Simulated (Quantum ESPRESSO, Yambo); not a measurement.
For Rb₂KScF₆ (space group Fm-3m, No. 225), Yambo gives the independent-particle static dielectric constant along x as 2.26 on LDA bands and 1.97 after a scissor of 3.87 eV widens every gap (4×4×4 mesh, 154 bands, 3 Ry local-field block, 0.2 eV broadening).

Problem. A scissor keeps the position matrix elements. In a one-oscillator model, how does ε − 1 scale, and what mean transition energy do the two values imply?

Solution. Each transition adds |r|²/E to ε − 1, so ε − 1 ∝ 1/(E0 + Δ). Then (1.97 − 1)/(2.26 − 1) = E0/(E0 + Δ) = 0.770, and E0 = Δ(ε' − 1)/(ε − ε') = 12.9 eV. The computed Im ε, weighted by 1/E up to 20 eV, has its mean at 12.1 eV; the smallest direct LDA gap is 6.00 eV. The scissor comes from a G0W0 run whose convergence isn't established. Convergence of the RPA response with its 4×4×4 mesh was not tested.

Bands from Quantum ESPRESSO.

Geometry of the Materials Project entry, not relaxed at this level; primitive cell a = b = c = 6.505 Å, α = β = γ = 60.00°.

The structure is a Materials Project entry; no match was found in the copy of COD used, and its stability was not checked.
